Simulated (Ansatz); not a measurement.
## Phonon spectrum of YAl5N6

These are results of DFT PBE, scalar-relativistic, plane waves, PAW (Ansatz), not measurements. Cutoff 420 eV, 6×6×6 k-points (Γ-centred), fixed occupations. No spin polarisation. Phonons by linear response, acoustic sum rule imposed.

The cell, relaxed at this level:
```
CELL_PARAMETERS angstrom
5.63513 0.00000 0.00000
-2.81756 4.88016 0.00000
0.00000 0.00000 5.09863
ATOMIC_POSITIONS crystal
Y 0.00000 0.00000 0.97500
Al 0.66667 0.33333 0.99658
Al 0.33333 0.66667 0.99658
Al 0.00000 0.34967 0.50200
Al 0.65033 0.65033 0.50200
Al 0.34967 0.00000 0.50200
N 0.66667 0.33333 0.37380
N 0.33333 0.66667 0.37380
N 0.00000 0.00000 0.44245
N 0.00000 0.38528 0.87193
N 0.61472 0.61472 0.87193
N 0.38528 0.00000 0.87193
```

The cell was found from a structure generator's guess, not taken from experiment. The q mesh is coarse, so values between its points are rough.

Force constants from linear response on a 2×2×1 q mesh.

Question: Is the structure dynamically stable on the q mesh?

Answer: Yes, on this mesh: no mode is imaginary.

Question: Give the frequencies (cm⁻¹) at the zone-boundary points of high symmetry (interpolated where a point lies off the q mesh).

Answer:
```csv
point,q,frequencies
M,0.500 0.000 0.000,93 128 142 194 213 245 268 278 302 314 329 332 365 378 428 454 459 465 472 506 517 523 534 574 575 613 619 637 639 646 675 681 726 742 811 824
K,0.333 0.333 0.000,102 102 136 208 223 223 270 270 303 316 356 360 360 389 389 450 462 462 465 510 510 532 532 568 569 616 616 641 641 645 679 679 735 740 817 817
A,0.000 0.000 0.500,98 109 109 167 167 262 269 269 292 319 319 344 371 371 409 460 461 478 478 521 521 548 548 570 588 588 608 608 642 666 666 748 748 762 780 785
L,0.500 0.000 0.500,93 106 150 244 245 266 272 282 282 286 294 299 338 360 393 411 444 456 488 510 520 524 547 571 606 610 622 640 657 663 696 710 731 742 798 808
H,0.333 0.333 0.500,95 117 117 245 250 261 261 281 281 286 297 297 376 395 395 415 415 440 469 519 519 525 525 566 608 617 617 658 658 671 700 715 715 736 806 806
H2,0.333 0.333 -0.500,95 117 117 245 250 261 261 281 281 286 297 297 376 395 395 415 415 440 469 519 519 525 525 566 608 617 617 658 658 671 700 715 715 736 806 806
```
